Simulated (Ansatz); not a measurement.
The relaxed structure here is a generated cell of TaN: the first start was made by placing the elements on the sites of a structure type, and the end was not matched to a known phase here, so it may be hypothetical. Known forms of TaN include space group No. 225.

One starting cell of TaN (a generated cell, TaN built in the AFLOW prototype AB_oP8_62_c_c (B27, as in FeB)) was relaxed twice with Ansatz (plane waves, PAW, scalar-relativistic): with r2SCAN at 500 eV and with PBE at 420 eV. The r2SCAN result:

```cif
data_N4Ta4
_chemical_formula_sum 'N4 Ta4'
_space_group_name_H-M_alt 'Pnma'
_space_group_IT_number 62
_space_group_name_Hall '-P 2ac 2n'
_cell_length_a 6.99619
_cell_length_b 3.30721
_cell_length_c 4.58605
_cell_angle_alpha 90.000
_cell_angle_beta 90.000
_cell_angle_gamma 90.000
loop_
_space_group_symop_operation_xyz
  'x, y, z'
  '-x, -y, -z'
  '-x+1/2, -y, z+1/2'
  'x+1/2, y, -z+1/2'
  'x+1/2, -y+1/2, -z+1/2'
  '-x+1/2, y+1/2, z+1/2'
  '-x, y+1/2, -z'
  'x, -y+1/2, z'
loop_
_atom_site_label
_atom_site_type_symbol
_atom_site_symmetry_multiplicity
_atom_site_Wyckoff_symbol
_atom_site_fract_x
_atom_site_fract_y
_atom_site_fract_z
_atom_site_occupancy
N1 N 4 c 0.34220 0.25000 0.49168 1
Ta1 Ta 4 c 0.10743 0.25000 0.74248 1
```

```tsv
quantity	r2SCAN	PBE
space group	Pnma	Pnma
volume (Å³/atom)	13.26	…
a (Å)	6.996	…
b (Å)	3.307	…
c (Å)	4.586	…
gap (eV, no spin-orbit coupling)	0.00	…
```

Question: Fill in the PBE column.

Answer: 
- volume (Å³/atom), PBE: 13.46
- a (Å), PBE: 7.035
- b (Å), PBE: 3.335
- c (Å), PBE: 4.588
- gap (eV, no spin-orbit coupling), PBE: 0.00

Both levels end in the same structure; PBE's volume is 1.5 % larger. Neither column is exact.

No spin polarisation in the result.

The run could not lose the symmetry of its start: the end is stationary, and may be a saddle point rather than a minimum.

Ansatz is a quantum-chemistry and plane-wave program.
